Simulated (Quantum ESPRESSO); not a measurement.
## Si3O4NF (finding a planted mistake in a log)

A calculation, not a measurement. The program is pw.x of Quantum ESPRESSO 7.5 (plane-wave density functional theory). The cell is made up: 9 atoms on a quartz lattice, with randomly drawn elements, strain and displacements, not relaxed. PseudoDojo standard norm-conserving files (v0.5 for PBE, v0.4.1 for LDA and PBEsol) set the functional; there is no spin polarisation, spin-orbit coupling or dispersion term, and the masses in the input are unused placeholders.

Intended input:

```
&control calculation='scf', pseudo_dir='./dojo.nc.sr.pbe.v0_5.standard.upf', outdir='./o', disk_io='low', tprnfor=.true., tstress=.true. /
&system ibrav=0, nat=9, ntyp=4, nbnd=30, ecutwfc=84.00895049, nosym=.true., tot_charge=0,
 occupations='smearing', smearing='fd', degauss=0.0018374661
/
&electrons conv_thr=7.350e-09, electron_maxstep=60, /
ATOMIC_SPECIES
F 1.0 F.upf
N 1.0 N.upf
O 1.0 O.upf
Si 1.0 Si.upf
CELL_PARAMETERS angstrom
5.0778 0.0044 0.0631
-2.5351 4.4563 -0.1125
0.0693 -0.1026 5.5265
ATOMIC_POSITIONS angstrom
Si 2.5448 -0.0822 3.7195
Si -0.9326 1.9832 2.0277
Si 1.4609 2.3419 -0.0971
O 1.3782 1.0193 4.3379
N 3.1803 0.805 2.4703
F 2.8099 2.6089 0.5904
O 0.3424 2.0272 1.1086
O -1.0432 3.0981 2.8463
O 1.0339 3.7095 4.5318
K_POINTS automatic
5 5 4 1 1 1
```

The log is shortened where brackets say so; the opening notice, blank lines, dates and the lines on written files are dropped, and the path of the files is cut. It prints rydbergs, bohrs and kilobars, and counts compression as positive stress. Where no state is partly filled, the Fermi energy that it prints is only some level between the filled and the empty states on the mesh, and need not lie in the true gap.

Log of the intended run:

```
     Program PWSCF v.7.5
     Parallel version (MPI & OpenMP), running on       4 processor cores
     Number of MPI processes:                 4
     Threads/MPI process:                     1
     [start-up lines left out]
     bravais-lattice index     =            0
     lattice parameter (alat)  =       9.5964  a.u.
     unit-cell volume          =     843.9108 (a.u.)^3
     number of atoms/cell      =            9
     number of atomic types    =            4
     number of electrons       =        48.00
     number of Kohn-Sham states=           30
     kinetic-energy cutoff     =      84.0090  Ry
     charge density cutoff     =     336.0358  Ry
     scf convergence threshold =      7.3E-09
     mixing beta               =       0.7000
     number of iterations used =            8  plain     mixing
     Exchange-correlation= PBE
                           (   1   4   3   4   0   0   0)
     [axes and pseudopotential details left out]
   Cartesian axes
     site n.     atom                  positions (alat units)
         1        Si     tau(   1) = (   0.5011230  -0.0161869   0.7324454  )
         2        Si     tau(   2) = (  -0.1836480   0.3905325   0.3992955  )
         3        Si     tau(   3) = (   0.2876810   0.4611679  -0.0191210  )
         4        O      tau(   4) = (   0.2713957   0.2007210   0.8542210  )
         5        N      tau(   5) = (   0.6262660   0.1585209   0.4864525  )
         6        F      tau(   6) = (   0.5533266   0.5137456   0.1162618  )
         7        O      tau(   7) = (   0.0674255   0.3991970   0.2183060  )
         8        O      tau(   8) = (  -0.2054274   0.6100791   0.5604945  )
         9        O      tau(   9) = (   0.2035960   0.7304762   0.8924039  )
     number of k points=    50  Fermi-Dirac smearing, width (Ry)=  0.0018
                       cart. coord. in units 2pi/alat
        k(    1) = (   0.0984061   0.1728862   0.1168358), wk =   0.0400000
        k(    2) = (   0.0955464   0.1770615   0.3466693), wk =   0.0400000
     [further k points left out]
     Dense  grid:    87795 G-vectors     FFT dimensions: (  60,  60,  64)
     Estimated max dynamical RAM per process >     178.15 MB
     Estimated total dynamical RAM >     648.30 MB
     Initial potential from superposition of free atoms
     starting charge      47.9981, renormalised to      48.0000
     Starting wfcs are   36 randomized atomic wfcs
     total cpu time spent up to now is        3.1 secs
     per-process dynamical memory:   136.0 Mb
     Self-consistent Calculation
     iteration #  1     ecut=    84.01 Ry     beta= 0.70
     Davidson diagonalization with overlap
     ethr =  1.00E-02,  avg # of iterations =  3.0
     total cpu time spent up to now is        9.2 secs
     total energy              =    -227.04886140 Ry
     estimated scf accuracy    <       2.77697648 Ry
     iteration #  2     ecut=    84.01 Ry     beta= 0.70
     Davidson diagonalization with overlap
     ethr =  5.79E-03,  avg # of iterations =  2.9
     total cpu time spent up to now is       15.2 secs
     total energy              =    -227.77369046 Ry
     estimated scf accuracy    <       2.20115582 Ry
     [iterations 3 to 10 left out]
     iteration # 11     ecut=    84.01 Ry     beta= 0.70
     Davidson diagonalization with overlap
     ethr =  4.54E-11,  avg # of iterations =  4.5
     total cpu time spent up to now is       65.5 secs
     total energy              =    -228.20915414 Ry
     estimated scf accuracy    <       0.00000002 Ry
     iteration # 12     ecut=    84.01 Ry     beta= 0.70
     Davidson diagonalization with overlap
     ethr =  3.40E-11,  avg # of iterations =  2.0
     total cpu time spent up to now is       69.6 secs
     End of self-consistent calculation
     [lines on levels left out]
     the Fermi energy is     5.2351 ev
!    total energy              =    -228.20915414 Ry
     estimated scf accuracy    <          1.1E-09 Ry
     smearing contrib. (-TS)   =       0.00000000 Ry
     internal energy E=F+TS    =    -228.20915414 Ry
     The total energy is F=E-TS. E is the sum of the following terms:
     one-electron contribution =    -119.01414271 Ry
     hartree contribution      =      84.04767376 Ry
     xc contribution           =     -60.90155794 Ry
     ewald contribution        =    -132.34112726 Ry
     convergence has been achieved in  12 iterations
     Forces acting on atoms (cartesian axes, Ry/au):
     atom    1 type  4   force =    -0.12933106    0.07612266   -0.19669947
     atom    2 type  4   force =     0.01160100   -0.39861956   -0.23175010
     atom    3 type  4   force =    -0.23065426    0.01458581   -0.08434795
     atom    4 type  3   force =     0.04826282   -0.00982350    0.06213441
     atom    5 type  2   force =    -0.00890762   -0.10108364   -0.00436467
     atom    6 type  1   force =     0.08153821    0.04001760    0.00229665
     atom    7 type  3   force =     0.09235246    0.00698906   -0.09635479
     atom    8 type  3   force =     0.02606436    0.52843836    0.38042817
     atom    9 type  3   force =     0.10907411   -0.15662679    0.16865776
     Total force =     0.930982     Total SCF correction =     0.000038
     Computing stress (Cartesian axis) and pressure
          total   stress  (Ry/bohr**3)                   (kbar)     P=       85.55
   0.00032583  -0.00008536   0.00003457           47.93      -12.56        5.09
  -0.00008536   0.00082494   0.00078082          -12.56      121.35      114.86
   0.00003457   0.00078082   0.00059382            5.09      114.86       87.35
     init_run     :      2.89s CPU      3.03s WALL (       1 calls)
     electrons    :     65.91s CPU     66.49s WALL (       1 calls)
     forces       :      0.91s CPU      0.92s WALL (       1 calls)
     stress       :      2.80s CPU      2.80s WALL (       1 calls)
     [timing details left out]
     PWSCF        :   1m12.65s CPU   1m13.42s WALL
     JOB DONE.
```

A second run was made from an input with one planted mistake. Its log:

```
     Program PWSCF v.7.5
     Parallel version (MPI & OpenMP), running on       4 processor cores
     Number of MPI processes:                 4
     Threads/MPI process:                     1
     [start-up lines left out]
     bravais-lattice index     =            0
     lattice parameter (alat)  =       9.5964  a.u.
     unit-cell volume          =     843.9108 (a.u.)^3
     number of atoms/cell      =            9
     number of atomic types    =            4
     number of electrons       =        48.00
     number of Kohn-Sham states=           30
     kinetic-energy cutoff     =      84.0090  Ry
     charge density cutoff     =     336.0358  Ry
     scf convergence threshold =      3.7E-02
     mixing beta               =       0.7000
     number of iterations used =            8  plain     mixing
     Exchange-correlation= PBE
                           (   1   4   3   4   0   0   0)
     [axes and pseudopotential details left out]
   Cartesian axes
     site n.     atom                  positions (alat units)
         1        Si     tau(   1) = (   0.5011230  -0.0161869   0.7324454  )
         2        Si     tau(   2) = (  -0.1836480   0.3905325   0.3992955  )
         3        Si     tau(   3) = (   0.2876810   0.4611679  -0.0191210  )
         4        O      tau(   4) = (   0.2713957   0.2007210   0.8542210  )
         5        N      tau(   5) = (   0.6262660   0.1585209   0.4864525  )
         6        F      tau(   6) = (   0.5533266   0.5137456   0.1162618  )
         7        O      tau(   7) = (   0.0674255   0.3991970   0.2183060  )
         8        O      tau(   8) = (  -0.2054274   0.6100791   0.5604945  )
         9        O      tau(   9) = (   0.2035960   0.7304762   0.8924039  )
     number of k points=    50  Fermi-Dirac smearing, width (Ry)=  0.0018
                       cart. coord. in units 2pi/alat
        k(    1) = (   0.0984061   0.1728862   0.1168358), wk =   0.0400000
        k(    2) = (   0.0955464   0.1770615   0.3466693), wk =   0.0400000
     [further k points left out]
     Dense  grid:    87795 G-vectors     FFT dimensions: (  60,  60,  64)
     Estimated max dynamical RAM per process >     178.15 MB
     Estimated total dynamical RAM >     648.30 MB
     Initial potential from superposition of free atoms
     starting charge      47.9981, renormalised to      48.0000
     Starting wfcs are   36 randomized atomic wfcs
     total cpu time spent up to now is        5.2 secs
     per-process dynamical memory:   136.0 Mb
     Self-consistent Calculation
     iteration #  1     ecut=    84.01 Ry     beta= 0.70
     Davidson diagonalization with overlap
     ethr =  1.00E-02,  avg # of iterations =  3.0
     total cpu time spent up to now is       14.7 secs
     total energy              =    -227.04886140 Ry
     estimated scf accuracy    <       2.77697648 Ry
     iteration #  2     ecut=    84.01 Ry     beta= 0.70
     Davidson diagonalization with overlap
     ethr =  5.79E-03,  avg # of iterations =  2.9
     total cpu time spent up to now is       20.9 secs
     total energy              =    -227.77369046 Ry
     estimated scf accuracy    <       2.20115582 Ry
     iteration #  3     ecut=    84.01 Ry     beta= 0.70
     Davidson diagonalization with overlap
     ethr =  4.59E-03,  avg # of iterations =  2.0
     total cpu time spent up to now is       25.9 secs
     total energy              =    -228.18450019 Ry
     estimated scf accuracy    <       0.06758022 Ry
     iteration #  4     ecut=    84.01 Ry     beta= 0.70
     Davidson diagonalization with overlap
     ethr =  1.41E-04,  avg # of iterations =  7.1
     total cpu time spent up to now is       32.3 secs
     End of self-consistent calculation
     [lines on levels left out]
     the Fermi energy is     5.1640 ev
!    total energy              =    -228.20734982 Ry
     estimated scf accuracy    <       0.00722548 Ry
     smearing contrib. (-TS)   =       0.00000000 Ry
     internal energy E=F+TS    =    -228.20734982 Ry
     The total energy is F=E-TS. E is the sum of the following terms:
     one-electron contribution =    -119.30727629 Ry
     hartree contribution      =      84.43392790 Ry
     xc contribution           =     -60.99287417 Ry
     ewald contribution        =    -132.34112726 Ry
     convergence has been achieved in   4 iterations
     Forces acting on atoms (cartesian axes, Ry/au):
     atom    1 type  4   force =    -0.12727992    0.07689249   -0.19125320
     atom    2 type  4   force =     0.01048291   -0.39267263   -0.23013648
     atom    3 type  4   force =    -0.22874276    0.01386738   -0.08454623
     atom    4 type  3   force =     0.05046611   -0.00932547    0.06343093
     atom    5 type  2   force =    -0.01048086   -0.09814183   -0.00122306
     atom    6 type  1   force =     0.07889002    0.03857958    0.00221300
     atom    7 type  3   force =     0.09053239    0.00754304   -0.09891637
     atom    8 type  3   force =     0.02976416    0.52285412    0.37273594
     atom    9 type  3   force =     0.10636795   -0.15959668    0.16769547
     Total force =     0.919714     Total SCF correction =     0.055075
     Computing stress (Cartesian axis) and pressure
          total   stress  (Ry/bohr**3)                   (kbar)     P=      112.09
   0.00052725  -0.00011487   0.00009347           77.56      -16.90       13.75
  -0.00011487   0.00098125   0.00077796          -16.90      144.35      114.44
   0.00009347   0.00077796   0.00077736           13.75      114.44      114.35
     init_run     :      4.09s CPU      4.29s WALL (       1 calls)
     electrons    :     26.73s CPU     27.04s WALL (       1 calls)
     forces       :      1.25s CPU      1.25s WALL (       1 calls)
     stress       :      4.45s CPU      4.45s WALL (       1 calls)
     [timing details left out]
     PWSCF        :     37.50s CPU     38.05s WALL
     JOB DONE.
```

Question: what was wrong in the second input?

Answer: the self-consistency threshold is too loose. The input lines that differ, file-writing options aside:

```
- &electrons conv_thr=7.350e-09, electron_maxstep=60, /
+ &electrons conv_thr=3.675e-02, electron_maxstep=60, /
```

```
                                            intended run  run with the mistake
                          free energy (eV)     -3104.944             -3104.919
                    smearing term -TS (eV)        0.0000                0.0000
                            pressure (GPa)          8.55                 11.21
            largest force component (eV/Å)        13.587                13.443
largest change of a force component (eV/Å)                               0.198
                                iterations            12                     4
```

For scale, a rerun of the intended cell at a cutoff of 1437 eV and k mesh 7 x 7 x 6 moved values by no more than 0.002 eV in energy, 0.02 GPa in stress and 0.002 eV/Å in force.